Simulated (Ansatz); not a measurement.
The cell is a 10-atom cell of Al3GaO6 built on the corundum structure (relaxed group R3); cell and atoms were relaxed with r2SCAN. Space group R3 (No. 146), trigonal; a = 4.816 Å, c = 13.103 Å in the conventional setting, 8.77 Å³ an atom. Al has 6 O at 1.86–1.98 Å; Al has 6 O at 1.86–1.97 Å; Al has 6 O at 1.86–1.96 Å; Ga has 6 O at 1.90–2.08 Å; O has 3 Al at 1.86–1.98 Å and 1 Ga at 1.90 Å; O has 3 Al at 1.86–1.96 Å and 1 Ga at 2.08 Å.

```yaml
crystal:
  lattice:
    - [2.40779, 1.39014, 4.36781]
    - [-2.40779, 1.39014, 4.36781]
    - [0.00000, -2.78028, 4.36781]
  atoms:
    - { symbol: Al, position: [0.85316, 0.85316, 0.85316] }
    - { symbol: Al, position: [0.64820, 0.64820, 0.64820] }
    - { symbol: Al, position: [0.34914, 0.34914, 0.34914] }
    - { symbol: Ga, position: [0.14225, 0.14225, 0.14225] }
    - { symbol: O, position: [0.73539, 0.45686, 0.05727] }
    - { symbol: O, position: [0.94336, 0.24876, 0.56560] }
    - { symbol: O, position: [0.05727, 0.73539, 0.45686] }
    - { symbol: O, position: [0.45686, 0.05727, 0.73539] }
    - { symbol: O, position: [0.56560, 0.94336, 0.24876] }
    - { symbol: O, position: [0.24876, 0.56560, 0.94336] }
```

The questions ask for values computed with the PAW code Ansatz on this geometry. Non-magnetic throughout. Whether this structure exists isn't addressed.

Given (6×6×6 mesh): r2SCAN gives an indirect gap of 5.77 eV, from k = (-0.135, -0.016, 0.120) to Γ; the least direct gap is 5.86 eV at Γ.

(1) How does the gap change from r2SCAN to PBE+SOC (6×6×6)?

(2) What does HSE06 give for the gap (4×4×4 mesh)?

(3) What does PBE0 give for the gap (4×4×4 mesh)?

(4) How strongly does the crystal screen a field with clamped ions (r2SCAN)?

## Answers

(1) PBE+SOC gives an indirect gap of 4.97 eV, from k = (-0.135, -0.016, 0.120) to Γ; the least direct gap is 5.05 eV at Γ. The gap differs by -0.80 eV from r2SCAN's.

(2) The HSE06 gap is indirect, 6.84 eV (k = (-0.135, -0.016, 0.120) to Γ), below the direct gap of 6.91 eV at Γ. The gap differs by +1.07 eV from r2SCAN's.

(3) The PBE0 gap is indirect, 7.58 eV (k = (-0.135, -0.016, 0.120) to Γ), below the direct gap of 7.66 eV at Γ. The gap differs by +1.81 eV from r2SCAN's.

(4) ε∞: 3.30 along x and y, 3.24 along z. Born charges, averaged over directions: Al +2.99 to +3.04, Ga +3.15, O -2.04 e. The program notes that the ground state's band table doesn't vouch for all the bands that the response reads.

Only the levels marked +SOC include spin-orbit coupling.

Where an edge lies off the special points, it is a point of the mesh or the k point where a search put PBE's edge or least direct gap, reused for the other functionals, whose own edges may lie a little apart.

Coordinates of k points refer to the reciprocal vectors of the primitive cell of the runs.

The meshes of the hybrids are coarse, so their gaps aren't converged to the digits shown.

PBE's own run along the path (4.98 eV) came before the search for the edges and missed one, so it isn't listed.
